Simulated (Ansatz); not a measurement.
**Pressure against volume: GdO**

```yaml
crystal:
  lattice:
    - [0.00000, 2.70000, 2.70000]
    - [2.70000, 0.00000, 2.70000]
    - [2.70000, 2.70000, 0.00000]
  atoms:
    - { symbol: Gd, position: [0.00000, 0.00000, 0.00000] }
    - { symbol: O, position: [0.75000, 0.75000, 0.75000] }
```

The cell is COD entry 1539084, as deposited and not checked against the literature; nothing was relaxed.

Where the f shell is localised, expect the real compound to differ from this run without U.

Other magnetic orders may lie lower; this is the state that the run reached.

Spin–orbit coupling is left out, though it moves levels of the heavy atoms by tenths of an eV or more.

Methods: DFT, PBE, all-electron LAPW, scalar-relativistic (Ansatz 0.2.0); DFT, PBE, PAW with Ansatz's default frozen-core files, scalar-relativistic (Ansatz 0.2.0).

For LAPW: a Γ-centred 12×12×12 k mesh, Fermi–Dirac smearing of 0.08 eV, basis error target 1 meV/atom, spin-polarised from start moments Gd1 7 μB. PAW takes a cutoff of 420 eV at this cell. The Ansatz runs share mesh, smearing and spin set-up. Plane-wave (PAW) pressures include the program's estimate of the Pulay term.

The cell above is scaled evenly, with fractional coordinates and shape held.

```
V/V(cell)  V (Å³/atom)  P, LAPW (GPa)  P, PAW (GPa)  moment, LAPW (μB)  free energy over the lowest listed, PAW (meV/atom)
   0.9405       18.512              ?             ?                  ?                                                   ?
   0.9800       19.289           1.43          1.41               7.52                                                 1.1
   1.0000       19.683          -0.51         -0.52               7.51                                                 0.0
   1.0200       20.077          -2.25         -2.26               7.51                                                 3.5
   1.0600       20.864          -5.22         -5.24               7.50                                                22.2
```

Q: Fill in the row V/V(cell) = 0.9405.

A: P, LAPW (GPa) = 5.89, P, PAW (GPa) = 5.88, moment, LAPW (μB) = 7.52, free energy over the lowest listed, PAW (meV/atom) = 18.4.

Q: What do Birch–Murnaghan fits to the pressures give?

A: LAPW: V0 = 19.58 Å³/atom, B0 = 94 GPa, B0′ = 4.2; PAW: V0 = 19.57 Å³/atom, B0 = 94 GPa, B0′ = 4.2.

PAW's V0 lies -0.01 % from the all-electron value and its B0 0.1 %. Symmetry fixes shape and coordinates here, so this is the relaxed modulus.
